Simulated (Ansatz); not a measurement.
A generated cell, not matched to a known phase here, of LiPbO3: R3c, hexagonal axes (No. 161), hR10; a = 5.4543 Å, b = 5.4543 Å, c = 13.8289 Å, α = 90.00°, β = 90.00°, γ = 120.00°; Li 6a (0.000, 0.000, 0.208); Pb 6a (0.000, 0.000, 0.488); O 18b (0.033, 0.348, 0.259). The numbers are results of PBEsol (plane waves to 420 eV, PAW, scalar-relativistic; Ansatz, a quantum-chemistry and plane-wave program), not measurements. Element references, the lowest calculated here: Li (Fm-3m, not the ambient form), Pb (Fm-3m), O (C2/m, ferromagnetic, forced by one molecule a cell; α-O2 is antiferromagnetic); gases are represented by their molecular solids.

Total energies (eV/atom, σ → 0; comparable only within this code, potentials and settings):

```csv
phase,E (eV/atom)
LiPbO3 (R3c),-2727.468
Li (Fm-3m),-203.001
Pb (Fm-3m),-11754.947
O (C2/m),-558.291
Li2O2 (P6₃/mmc),-382.093
PbO2 (P4₂/mnm),-4291.379
```

Question: What is the formation energy of this R3c form of LiPbO3 from the elements?

Answer: E_f = -2727.468 − [1 × (-203.001) + 1 × (-11754.947) + 3 × (-558.291)] / 5 = -0.90 eV/atom (-4.5 eV per formula unit).

Question: How does this cell stand against the other phases calculated?

Answer: It lies 0.20 eV/atom above their hull: LiPbO3 → 0.5 Li2O2 + PbO2 (Li2O2 P6₃/mmc, PbO2 P4₂/mnm) releases that much. A lower structure of this composition may exist.

This is the hull of the energies calculated here, no anion corrections; phases that were not calculated are missing from it. Values are rounded to 0.01 eV/atom. Not shown to be the ambient phase of their composition (a lower form may be missing, and a cell relaxed within its start's symmetry can be a saddle point): LiPbO3 (R3c). Spin-orbit coupling is missing from these energies, which matters for elements this heavy. Spin states reached: ferromagnetic, non-magnetic; non-magnetic ones ran without spin or lost their moments; spin orders were not searched systematically.
